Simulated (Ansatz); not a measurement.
**InSe at several levels of theory**

One geometry, relaxed with PBE+D3(BJ), and single points on it; plane waves with PAW potentials in Ansatz, scalar-relativistic unless the row names spin-orbit coupling. No spin polarisation. Meshes are on the primitive cell of 8 atoms. Gaps are the least over mesh and band path; pressure is positive in compression. Smearing is Gaussian, 0.02 eV. Rows that don't name D3 lack it, which shows in their pressure.

```cif
data_structure
_symmetry_space_group_name_H-M 'P6_3/mmc'
_symmetry_Int_Tables_number 194
_cell_length_a 4.0318
_cell_length_b 4.0318
_cell_length_c 16.7624
_cell_angle_alpha 90.000
_cell_angle_beta 90.000
_cell_angle_gamma 120.000
_cell_volume 235.97
loop_
_atom_site_label
_atom_site_type_symbol
_atom_site_symmetry_multiplicity
_atom_site_Wyckoff_symbol
_atom_site_fract_x
_atom_site_fract_y
_atom_site_fract_z
_atom_site_occupancy
In1 In 4 f 0.33333 0.66667 0.16666 1
Se1 Se 4 f 0.33333 0.66667 0.58987 1
```

```json
{"level": "PBE+D3(BJ)", "cutoff (eV)": "420", "k mesh": "12×12×2", "gap (eV)": "0.37", "pressure (GPa)": "0.0", "rough cost with bands (core-min)": "4"}
```

**Question.** What do r2SCAN, PBEsol give on the same cell?

**Answer.**
| level | cutoff (eV) | k mesh | gap (eV) | pressure (GPa) | rough cost with bands (core-min) |
| --- | --- | --- | --- | --- | --- |
| r2SCAN | 500 | 12×12×2 | 0.79 | 0.1 | 6 |
| PBEsol | 420 | 12×12×2 | 0.27 | -0.8 | 3 |